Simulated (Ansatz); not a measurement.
Polymorphs of AlNi, each relaxed with DFT-PBE in the program Ansatz with PAW potentials:

A: Cmcm, a = 2.678 Å, b = 9.388 Å, c = 4.009 Å, α = 90.00°, β = 90.00°, γ = 90.00°

B: R-3m, a = b = 2.7309 Å, c = 11.7105 Å, α = β = 90.00°, γ = 120.00°

C: CsCl type (Pm-3m), a = b = c = 2.893 Å, α = β = γ = 90.00°

D: Fd-3m, a = b = c = 5.847 Å, α = β = γ = 90.00°

E: rock salt (Fm-3m), a = 4.858 Å, b = 4.858 Å, c = 4.858 Å, α = 90.00°, β = 90.00°, γ = 90.00°

Question: Order them by energy per atom at 0 K (lowest first) at the level PBE.

Answer: C (+0 meV/atom), A (+163 meV/atom), B (+240 meV/atom), D (+318 meV/atom), E (+624 meV/atom)

Constructed cells (a structure type filled with these elements, in neither database checked): B; D. Typed or built starts, not in the databases checked: A; E. Not the usual ambient phase: A; B; D; E. Began spin-polarised and lost the moments: A; B; C; D; E. All cells were relaxed under the symmetry of their starts (and spin orders); stability against distortions was not tested throughout.

Energies hold the estimated change up to a 700 eV cutoff; steps of a few meV lie near the error of the meshes.

Potentials: the later of the program's two PAW sets.
